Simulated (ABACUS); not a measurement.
Worked example: self-consistent single point of CsPbBr3 (Pm-3m, 5 atoms in the cell; from Materials Project mp-600089) in ABACUS.

Level of theory: revPBE, PseudoDojo 0.5 standard norm-conserving PBE (tails mended) pseudopotentials (plane waves; ABACUS).

```
CELL_PARAMETERS angstrom
      5.94863     0.00000     0.00000
      0.00000     5.94863     0.00000
      0.00000     0.00000     5.94863
ATOMIC_POSITIONS crystal
  Cs 0.00000 0.00000 0.00000
  Pb 0.50000 0.50000 0.50000
  Br 0.50000 0.50000 0.00000
  Br 0.00000 0.50000 0.50000
  Br 0.50000 0.00000 0.50000
```

Reference input (self-consistent single point, DFT, PBE, plane waves, PseudoDojo 0.5 standard norm-conserving PBE (tails mended) pseudopotentials): KPT = MP 3 3 3 0 0 0; basis_type = pw; dft_functional = PBE; ecutwfc = 62.5 Ry; smearing_method = fixed; potentials = PseudoDojo 0.5 standard norm-conserving PBE (tails mended); symmetry = 1; ks_solver = dav_subspace; scf_nmax = 100; scf_thr = 1.0e-09 Ry; mixing_type = broyden. This run's input differs from it in these lines:

```diff
@@ -5,3 +5,3 @@
 pseudo_dir           ./
-dft_functional       PBE
+dft_functional       GGA_X_PBE_R+GGA_C_PBE
 ecutwfc              62.5
```

Log, with long lists cut:

```
 SELF-CONSISTENT
 -------------------------------------------
                                 init_chg = atomic

 PW ALGORITHM --------------- ION=   1  ELEC=   1--------------------------------

 Notice: Threshold on eigenvalues was too large.

 Density error is 0.157680438562
                          Error Threshold = 0.000362196887169
 E_KohnSham     -281.5324554761      -3830.4455664056
 E_Fermi        0.1479436287         2.0128763328

 PW ALGORITHM --------------- ION=   1  ELEC=   2--------------------------------

 Density error is 0.0189537072142
                          Error Threshold = 0.000358364633095
   [... lines left out ...]

 Density error is 4.88068404568e-08
                          Error Threshold = 1.97591145322e-09
 E_KohnSham     -281.5786765777      -3831.0744367558
 E_Fermi        0.1684498495         2.2918777800

 PW ALGORITHM --------------- ION=   1  ELEC=   7--------------------------------

 Density error is 8.11889226116e-10
                          Error Threshold = 1.10924637402e-10
 E_KohnSham     -281.5786766175      -3831.0744372973
 E_KS(sigma->0) -281.5786766175      -3831.0744372973
 E_entropy(-TS) 0.0000000000         0.0000000000
 E_Fermi        0.1684695443         2.2921457414
 charge density convergence is achieved
 final etot is -3831.0744373 eV
 EFERMI = 2.2921457414 eV

 STATE ENERGY(eV) AND OCCUPATIONS    NSPIN == 1
   [... 29 lines left out ...]

 TOTAL-FORCE (eV/Angstrom)
                       Cs1         0.0000000000         0.0000000000         0.0000000000
                       Pb1         0.0000000000         0.0000000000         0.0000000000
                       Br1         0.0000000000         0.0000000000         0.0000000000
                       Br2         0.0000000000         0.0000000000         0.0000000000
                       Br3         0.0000000000         0.0000000000         0.0000000000

 TOTAL-STRESS (KBAR)
        11.9065706902        -0.0000000000         0.0000000000
        -0.0000000000        11.9065706902         0.0000000000
        -0.0000000000        -0.0000000000        11.9065706902
 TOTAL-PRESSURE: 11.906571 KBAR

 --------------------------------------------
 !FINAL_ETOT_IS -3831.0744372973331338 eV
 --------------------------------------------
```

The run converged in 7 iterations. Against the reference run the pressure goes from 0.23 to 1.19 GPa.

Spin-orbit coupling is left out, which matters for bands and gaps with elements this heavy. The potentials were made for another functional than the one used. The structure comes from a collection of computed structures, made at another level of theory; the collection holds predicted forms beside known ones.

Cost on one core: roughly 40 core-seconds.

“Tails mended”: in these copies of the files the far tail of each local potential was reset to the Coulomb form.
